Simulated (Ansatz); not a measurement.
Total density of states per atom from PBEsol (plane waves, PAW; program Ansatz), in 0.25 eV bins, energy from the Fermi level:

(E (eV), states/eV/atom): (-7.85, 0.00); (-7.60, 0.04); (-7.35, 0.19); (-7.10, 0.32); (-6.85, 0.56); (-6.60, 1.02); (-6.35, 1.01); (-6.10, 0.35); (-5.85, 0.39); (-5.60, 0.71); (-5.35, 0.87); (-5.10, 1.40); (-4.85, 2.10); (-4.60, 1.17); (-4.35, 0.87); (-4.10, 0.47); (-3.85, 0.27); (-3.60, 0.16); (-3.35, 0.09); (-3.10, 0.04); (-2.85, 0.00); (-2.60, 0.00); (-2.35, 0.00); (-2.10, 0.04); (-1.85, 0.08); (-1.60, 0.12); (-1.35, 0.16); (-1.10, 0.20); (-0.85, 0.25); (-0.60, 0.31); (-0.35, 0.40); (-0.10, 0.48); (0.15, 0.55); (0.40, 0.68); (0.65, 0.84); (0.90, 0.92); (1.15, 1.16); (1.40, 1.36); (1.65, 1.66); (1.90, 2.11); (2.15, 2.19); (2.40, 1.80); (2.65, 0.90); (2.90, 0.91); (3.15, 1.05); (3.40, 0.70); (3.65, 0.62); (3.90, 0.48); (4.15, 0.34); (4.40, 0.37); (4.65, 0.68)

Q: Which of these materials gives this?
A) ScS, rock salt
B) BeS, zinc blende
C) Li2S, anti-fluorite
D) BeS, rock salt

A: A, ScS, rock salt. Within 0.5 eV of the Fermi level: Sc 3d 84 %, S 3p 7 %, outside the projected shells 7 %. Projections are on Löwdin-orthogonalised atomic valence shells; empty p or d shells of many metals are not among them.

Space group Fm-3m (rock salt). The workflow started from an entry of the Crystallography Open Database (COD). Its standing as an ambient phase is unchecked. Symmetry was held in the PBEsol relaxation; its stability against distortions is not shown here. The run is not spin-polarised. With an odd number of electrons in the cell and no spin polarisation, the count alone makes it a metal.

Potentials: the later of the program's two PAW sets.
